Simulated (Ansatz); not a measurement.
Trial structure of ZrO5, not yet relaxed:

```
Zr O
1.0
     3.16947    0.00000    0.00000
    -1.58473    2.74484    0.00000
     0.00000    0.00000    7.62472
Zr O
1 5
Direct
  0.00000 0.00000 0.00000
  0.33333 0.66667 0.16376
  0.33333 0.66667 0.83624
  0.66667 0.33333 0.83624
  0.66667 0.33333 0.16376
  0.00000 0.00000 0.50000
```

Level of theory: Ansatz 0.2.0, DFT PBE, scalar-relativistic, plane waves, PAW. Settings: cutoff 420 eV, Γ-centred mesh 6×6×2 on the computed 6-atom cell, Gaussian smearing of 0.10 eV; no spin polarisation.

Formation energies are uncorrected and refer to the elements' standard structures at the same level (O₂ as a molecule).

Question: Estimate its pressure, forces and energy as it stands.

Answer: The pressure is 38.5 GPa (the mean over three directions, positive in compression), the largest force is 1.39 eV/Å, and the energy is +0.56 eV/atom against the elements. The shortest distance is 1.83 Å.

Question: Is it a good guess?

Answer: A poor one: relaxing gains about 1.6 eV/atom (the start's value is from the coarse mesh, so the gain is rough) in 39 ionic steps and ends at −0.99 eV/atom on the finer mesh. The symmetry stays P6/mmm (No. 191). The volume per atom shrinks by 6.1 %, from 11.1 to 10.4 Å³. The shortest distance goes from 1.83 Å (O–O) to 1.38 Å (O–O). The ratio c/a of the conventional cell changes by a factor of 0.40. Conventional cell: a = 4.202 Å, c = 4.071 Å. Around Zr lie 2 O at 2.04 Å and 12 O at 2.52 Å; O on a site of symmetry 3m is surrounded by 1 O at 1.38 Å, 3 O at 2.43 Å and 3 Zr at 2.52 Å; O on a site of symmetry 6/mmm is surrounded by 2 Zr at 2.04 Å.

The last run used a 12×12×10 mesh (in the run's order of axes) for its 6-atom cell and Gaussian smearing of 0.10 eV. The relaxation can't lower the symmetry of the start, and the grade says only how near the guess is to its own end. Symmetry constrained the relaxation, so the result can be a saddle point.
